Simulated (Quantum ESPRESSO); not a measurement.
Ti4AlRuPtCu, one run as intended and one with a planted mistake

A calculation, not a measurement. The program is pw.x of Quantum ESPRESSO 7.5 (plane-wave density functional theory). The cell is made up: eight metal atoms on a face-centred cubic lattice, with elements, volume, strain and displacements drawn at random and not relaxed, so it may be unstable or far from any real phase. PseudoDojo standard norm-conserving files set the functional (PBE unless stated); there is no spin polarisation or spin-orbit coupling, the Fermi-Dirac width of 0.25 eV means electrons at about 2900 K, and the masses in the input are unused placeholders. The copper pseudopotential is less sure than most, with forces differing by about three percent and pressure by about two GPa from a second method on plain copper. Heavy elements are run without spin-orbit coupling, which real alloys of them have. A spin test at this wide smearing found no moment, but such smearing suppresses magnetism that the real alloy may have.

Intended input:

```
&control calculation='scf', pseudo_dir='./dojo.nc.sr.pbe.v0_5.standard.upf', outdir='./o', disk_io='minimal', tprnfor=.true., tstress=.true. /
&system ibrav=0, nat=8, ntyp=5, nbnd=68, ecutwfc=92.02030273, nosym=.true., tot_charge=0,
 occupations='smearing', smearing='fd', degauss=0.0183746611
/
&electrons conv_thr=1.470e-08, electron_maxstep=70, mixing_beta=0.5 /
ATOMIC_SPECIES
Al 1.0 Al.upf
Cu 1.0 Cu.upf
Pt 1.0 Pt.upf
Ru 1.0 Ru.upf
Ti 1.0 Ti.upf
CELL_PARAMETERS angstrom
-0.0104 3.918 -0.0101
-3.9526 0.0206 -3.9171
-3.9659 0.0003 3.9304
ATOMIC_POSITIONS angstrom
Ti -0.005 -0.1281 -0.0472
Al -2.2095 -0.0416 1.8344
Ru -2.0168 -0.0193 -1.8353
Ti -4.0249 0.0169 0.0662
Pt -1.9259 1.9017 0.0424
Cu -3.9597 2.1532 1.905
Ti -4.0216 2.0663 -2.0799
Ti -5.8741 1.9629 0.076
K_POINTS automatic
6 4 4 1 1 1
```

The log is shortened where brackets say so; the opening notice, blank lines, dates and the lines on written files are dropped, and the path of the files is cut. It prints rydbergs, bohrs and kilobars, and counts compression as positive stress. Its total energy is the free energy E - TS of the whole cell.

Log of the intended run:

```
     Program PWSCF v.7.5
     Parallel version (MPI & OpenMP), running on       4 processor cores
     Number of MPI processes:                 4
     Threads/MPI process:                     1
     [start-up lines left out]
     bravais-lattice index     =            0
     lattice parameter (alat)  =       7.4040  a.u.
     unit-cell volume          =     821.4821 (a.u.)^3
     number of atoms/cell      =            8
     number of atomic types    =            5
     number of electrons       =       104.00
     number of Kohn-Sham states=           68
     kinetic-energy cutoff     =      92.0203  Ry
     charge density cutoff     =     368.0812  Ry
     scf convergence threshold =      1.5E-08
     mixing beta               =       0.5000
     number of iterations used =            8  plain     mixing
     Exchange-correlation= PBE
                           (   1   4   3   4   0   0   0)
     [axes and pseudopotential details left out]
   Cartesian axes
     site n.     atom                  positions (alat units)
         1        Ti     tau(   1) = (  -0.0012762  -0.0326950  -0.0120469  )
         2        Al     tau(   2) = (  -0.5639318  -0.0106176   0.4681949  )
         3        Ru     tau(   3) = (  -0.5147489  -0.0049259  -0.4684246  )
         4        Ti     tau(   4) = (  -1.0272773   0.0043134   0.0168963  )
         5        Pt     tau(   5) = (  -0.4915484   0.4853719   0.0108218  )
         6        Cu     tau(   6) = (  -1.0106363   0.5495623   0.4862141  )
         7        Ti     tau(   7) = (  -1.0264350   0.5273828  -0.5308539  )
         8        Ti     tau(   8) = (  -1.4992496   0.5009920   0.0193975  )
     number of k points=    48  Fermi-Dirac smearing, width (Ry)=  0.0184
                       cart. coord. in units 2pi/alat
        k(    1) = (  -0.1234794   0.0830062   0.0000054), wk =   0.0416667
        k(    2) = (  -0.2469687   0.0829996   0.1246138), wk =   0.0416667
     [further k points left out]
     Dense  grid:    98001 G-vectors     FFT dimensions: (  45,  72,  72)
     Estimated max dynamical RAM per process >     333.73 MB
     Estimated total dynamical RAM >       1.23 GB
     Initial potential from superposition of free atoms
     starting charge     103.9900, renormalised to     104.0000
     Starting wfcs are   74 randomized atomic wfcs
     total cpu time spent up to now is        4.0 secs
     per-process dynamical memory:   246.8 Mb
     Self-consistent Calculation
     iteration #  1     ecut=    92.02 Ry     beta= 0.50
     Davidson diagonalization with overlap
     ethr =  1.00E-02,  avg # of iterations =  2.1
     total cpu time spent up to now is       11.5 secs
     total energy              =   -1311.08353826 Ry
     estimated scf accuracy    <      16.60005734 Ry
     iteration #  2     ecut=    92.02 Ry     beta= 0.50
     Davidson diagonalization with overlap
     ethr =  1.00E-02,  avg # of iterations =  3.0
     total cpu time spent up to now is       20.0 secs
     total energy              =   -1319.26698035 Ry
     estimated scf accuracy    <      57.55228127 Ry
     [iterations 3 to 18 left out]
     iteration # 19     ecut=    92.02 Ry     beta= 0.50
     Davidson diagonalization with overlap
     ethr =  8.00E-10,  avg # of iterations =  2.0
     total cpu time spent up to now is      145.1 secs
     total energy              =   -1322.24931719 Ry
     estimated scf accuracy    <       0.00000027 Ry
     iteration # 20     ecut=    92.02 Ry     beta= 0.50
     Davidson diagonalization with overlap
     ethr =  2.57E-10,  avg # of iterations =  1.9
     total cpu time spent up to now is      151.3 secs
     End of self-consistent calculation
     [lines on levels left out]
!    total energy              =   -1322.24931722 Ry
     estimated scf accuracy    <       0.00000001 Ry
     smearing contrib. (-TS)   =      -0.13405049 Ry
     internal energy E=F+TS    =   -1322.11526672 Ry
     The total energy is F=E-TS. E is the sum of the following terms:
     one-electron contribution =    -601.36713864 Ry
     hartree contribution      =     348.75541667 Ry
     xc contribution           =    -200.55417925 Ry
     ewald contribution        =    -868.94936551 Ry
     convergence has been achieved in  20 iterations
     Forces acting on atoms (cartesian axes, Ry/au):
     atom    1 type  5   force =    -0.00271925    0.05437830   -0.00920864
     atom    2 type  1   force =     0.06409495    0.02025352    0.03568908
     atom    3 type  4   force =    -0.00386334    0.00512181   -0.04872655
     atom    4 type  5   force =    -0.02610076    0.01295923   -0.05281050
     atom    5 type  3   force =    -0.02748894   -0.00008654    0.00768546
     atom    6 type  2   force =    -0.00299083   -0.04843377    0.01929995
     atom    7 type  5   force =     0.02940246   -0.03624967    0.05084949
     atom    8 type  5   force =    -0.03033428   -0.00794288   -0.00277829
     Total force =     0.155538     Total SCF correction =     0.000396
     Computing stress (Cartesian axis) and pressure
          total   stress  (Ry/bohr**3)                   (kbar)     P=       50.04
   0.00030951  -0.00000393   0.00010712           45.53       -0.58       15.76
  -0.00000393   0.00027369   0.00005958           -0.58       40.26        8.76
   0.00010712   0.00005958   0.00043728           15.76        8.76       64.33
     init_run     :      3.72s CPU      3.85s WALL (       1 calls)
     electrons    :    147.00s CPU    147.30s WALL (       1 calls)
     forces       :      1.16s CPU      1.16s WALL (       1 calls)
     stress       :      4.05s CPU      4.05s WALL (       1 calls)
     [timing details left out]
     PWSCF        :   2m36.09s CPU   2m36.55s WALL
     JOB DONE.
```

A second run has one planted mistake: one atom is of a wrong element. The input lines that differ:

```
- &system ibrav=0, nat=8, ntyp=5, nbnd=68, ecutwfc=92.02030273, nosym=.true., tot_charge=0,
+ &system ibrav=0, nat=8, ntyp=6, nbnd=69, ecutwfc=92.02030273, nosym=.true., tot_charge=0,
+ Ta 1.0 Ta.upf
- Ti -0.005 -0.1281 -0.0472
+ Ta -0.005 -0.1281 -0.0472
```

Its log:

```
     Program PWSCF v.7.5
     Parallel version (MPI & OpenMP), running on       4 processor cores
     Number of MPI processes:                 4
     Threads/MPI process:                     1
     [start-up lines left out]
     bravais-lattice index     =            0
     lattice parameter (alat)  =       7.4040  a.u.
     unit-cell volume          =     821.4821 (a.u.)^3
     number of atoms/cell      =            8
     number of atomic types    =            6
     number of electrons       =       105.00
     number of Kohn-Sham states=           69
     kinetic-energy cutoff     =      92.0203  Ry
     charge density cutoff     =     368.0812  Ry
     scf convergence threshold =      1.5E-08
     mixing beta               =       0.5000
     number of iterations used =            8  plain     mixing
     Exchange-correlation= PBE
                           (   1   4   3   4   0   0   0)
     [axes and pseudopotential details left out]
   Cartesian axes
     site n.     atom                  positions (alat units)
         1        Ta     tau(   1) = (  -0.0012762  -0.0326950  -0.0120469  )
         2        Al     tau(   2) = (  -0.5639318  -0.0106176   0.4681949  )
         3        Ru     tau(   3) = (  -0.5147489  -0.0049259  -0.4684246  )
         4        Ti     tau(   4) = (  -1.0272773   0.0043134   0.0168963  )
         5        Pt     tau(   5) = (  -0.4915484   0.4853719   0.0108218  )
         6        Cu     tau(   6) = (  -1.0106363   0.5495623   0.4862141  )
         7        Ti     tau(   7) = (  -1.0264350   0.5273828  -0.5308539  )
         8        Ti     tau(   8) = (  -1.4992496   0.5009920   0.0193975  )
     number of k points=    48  Fermi-Dirac smearing, width (Ry)=  0.0184
                       cart. coord. in units 2pi/alat
        k(    1) = (  -0.1234794   0.0830062   0.0000054), wk =   0.0416667
        k(    2) = (  -0.2469687   0.0829996   0.1246138), wk =   0.0416667
     [further k points left out]
     Dense  grid:    98001 G-vectors     FFT dimensions: (  45,  72,  72)
     Estimated max dynamical RAM per process >     346.25 MB
     Estimated total dynamical RAM >       1.28 GB
     Initial potential from superposition of free atoms
     starting charge     104.9906, renormalised to     105.0000
     Starting wfcs are   74 randomized atomic wfcs
     total cpu time spent up to now is        4.1 secs
     per-process dynamical memory:   254.3 Mb
     Self-consistent Calculation
     iteration #  1     ecut=    92.02 Ry     beta= 0.50
     Davidson diagonalization with overlap
     ethr =  1.00E-02,  avg # of iterations =  2.8
     total cpu time spent up to now is       12.1 secs
     total energy              =   -1323.05922993 Ry
     estimated scf accuracy    <      15.89596063 Ry
     iteration #  2     ecut=    92.02 Ry     beta= 0.50
     Davidson diagonalization with overlap
     ethr =  1.00E-02,  avg # of iterations =  3.0
     total cpu time spent up to now is       21.0 secs
     total energy              =   -1330.79488194 Ry
     estimated scf accuracy    <      55.07001239 Ry
     [iterations 3 to 17 left out]
     iteration # 18     ecut=    92.02 Ry     beta= 0.50
     Davidson diagonalization with overlap
     ethr =  1.19E-09,  avg # of iterations =  2.0
     total cpu time spent up to now is      137.1 secs
     total energy              =   -1333.69105533 Ry
     estimated scf accuracy    <       0.00000066 Ry
     iteration # 19     ecut=    92.02 Ry     beta= 0.50
     Davidson diagonalization with overlap
     ethr =  6.28E-10,  avg # of iterations =  1.0
     total cpu time spent up to now is      143.1 secs
     End of self-consistent calculation
     [lines on levels left out]
!    total energy              =   -1333.69105538 Ry
     estimated scf accuracy    <       0.00000001 Ry
     smearing contrib. (-TS)   =      -0.12737484 Ry
     internal energy E=F+TS    =   -1333.56368054 Ry
     The total energy is F=E-TS. E is the sum of the following terms:
     one-electron contribution =    -575.38365991 Ry
     hartree contribution      =     339.02683475 Ry
     xc contribution           =    -212.78304717 Ry
     ewald contribution        =    -884.42380821 Ry
     convergence has been achieved in  19 iterations
     Forces acting on atoms (cartesian axes, Ry/au):
     atom    1 type  5   force =     0.01102092    0.07603160   -0.00913052
     atom    2 type  1   force =     0.06760900    0.02027596    0.03536227
     atom    3 type  4   force =    -0.00376571    0.00564661   -0.05100505
     atom    4 type  6   force =    -0.02728819    0.01285904   -0.05541904
     atom    5 type  3   force =    -0.04838822   -0.00546672    0.00649221
     atom    6 type  2   force =    -0.00235446   -0.05520981    0.01044070
     atom    7 type  6   force =     0.03277845   -0.04314827    0.07003251
     atom    8 type  6   force =    -0.02961178   -0.01098841   -0.00677309
     Total force =     0.182503     Total SCF correction =     0.000326
     Computing stress (Cartesian axis) and pressure
          total   stress  (Ry/bohr**3)                   (kbar)     P=       84.53
   0.00056452   0.00001509   0.00009654           83.04        2.22       14.20
   0.00001509   0.00044890   0.00007454            2.22       66.04       10.97
   0.00009654   0.00007454   0.00071054           14.20       10.97      104.52
     init_run     :      3.88s CPU      4.01s WALL (       1 calls)
     electrons    :    138.72s CPU    139.01s WALL (       1 calls)
     forces       :      1.29s CPU      1.30s WALL (       1 calls)
     stress       :      4.43s CPU      4.51s WALL (       1 calls)
     [timing details left out]
     PWSCF        :   2m28.46s CPU   2m28.97s WALL
     JOB DONE.
```

|  | intended run | run with the mistake |
| --- | --- | --- |
| free energy (eV) | -17990.118 | -18145.791 |
| entropy term -TS, part of it (eV) | -1.824 | -1.733 |
| pressure (GPa) | 5.00 | 8.45 |
| size of the largest force component (eV/Å) | 1.648 | 1.955 |
| largest change of a force component (eV/Å) |  | 0.557 |
| iterations | 20 | 19 |

For scale, a rerun of the intended cell at a higher cutoff and on a denser mesh moved values by no more than 0.002 eV in energy, 0.04 GPa in stress and 0.003 eV/Å in force, and a second program with other atomic files agreed on that cell to 2 % rms in force and 0.5 GPa in pressure. Files of another functional or element have another zero of energy, so the energy change says nothing on stability. The number of bands, nbnd, was set by rule from the electron count, so it follows the mistake.